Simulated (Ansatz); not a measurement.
Li:
```yaml
crystal:
  lattice:
    - [-1.71716, 1.71716, 1.71716]
    - [1.71716, -1.71716, 1.71716]
    - [1.71716, 1.71716, -1.71716]
  atoms:
    - { symbol: Li, position: [0.00000, 0.00000, 0.00000] }
```

Relaxed with PBEsol.

Task: List the phonon frequencies at the special points (DFPT on a 5×5×5 q-mesh, Fourier-interpolated; DFT-PBEsol in the program Ansatz with PAW potentials).

Result: In cm⁻¹.

| q | frequencies |
|---|---|
| Γ | 0 0 0 |
| H | 331 331 331 |
| N | 65 190 323 |
| P | 264 264 264 |

Space group Im-3m (bcc (W type)). The cell was relaxed with PBEsol under the symmetry of its start. As this level gives no gap, phonon frequencies hold no LO–TO term and depend on the k-mesh and smearing (Fermi–Dirac, 0.1 eV here).

Potentials: the earlier of the program's two PAW sets. The files were generated under PBE; for other functionals the program regenerates the frozen cores, and for LDA and PBEsol the local potential too.
